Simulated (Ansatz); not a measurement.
Al₂Ru (MoSi2 or CaC2 type, space group No. 139), plane-wave PAW r²SCAN (Ansatz code), all energies at zero smearing, with the estimated change up to a 700 eV cutoff added, with one set of potentials and settings (totals compare only within such a set). Cell of 3 atoms (2 Al, 1 Ru): -6973.776 eV.

```tsv
element	reference phase	E (eV/atom)
Al	Fm-3m, 1 atoms in the cell	-540.4083
Ru	P6_3/mmc, 2 atoms in the cell	-5890.7039
```

Formation energy per atom, worked out: (-6973.776 − 2×(-540.4083) − 1×(-5890.7039))/3 = -0.752 eV/atom (-73 kJ per mol of atoms), at 0 K, without zero-point energy or fitted corrections.

Space group I4/mmm (MoSi2 or CaC2 type). The workflow started from a Materials Project entry (that database holds measured and hypothetical structures alike); the Crystallography Open Database copy checked does not list it. With Al and Ru taken as one species the cell has the higher symmetry I4/mmm, so it may be an ordered model of a mixed-site phase. Whether it is the stable phase at ambient conditions was not checked. Symmetry was held in the r²SCAN relaxation; of distortions, only those at the zone centre were tested. No spin polarisation was allowed. The references are the lowest solids computed at this level, not always the standard phases.

Potentials: the later of the program's two PAW sets.
